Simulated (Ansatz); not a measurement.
Problem. MnSi in space group P2_13 (No. 198; Mn on 4a, Si on 4a) is relaxed with r²SCAN (plane waves, PAW; program Ansatz). What lattice parameters of the conventional cell result?

Solution. a = 4.556 Å.

These are the values of the symmetrised cell.

Problem. Give the free coordinates with the occupied sites.

Solution. In one choice of origin and axes:

| atom | site | symmetry | x | y | z |
|---|---|---|---|---|---|
| Mn | 4a | .3. | 0.1391 | 0.1391 | 0.1391 |
| Si | 4a | .3. | 0.8453 | 0.8453 | 0.8453 |

Problem. Is it a metal or does it have a gap at this level?

Solution. No gap at this level.

The measured cell (COD 2300620, doi:10.1107/S1600576716006282; 293 K, pressure taken as ambient) has 11.90 Å³ per atom; the computed volume differs by -0.7 %, which includes thermal expansion and zero-point motion.

The cell was relaxed with r²SCAN under the symmetry of its start. Spin order of the final state: ferromagnetic, chosen from 4 collinear starts compared on coarse meshes (ties went to the first, and starts can fall back to one state), not a proven ground state. Textbook magnetic order: helical. Other orbital occupations within this spin state were not tried.

Potentials: the later of the program's two PAW sets.
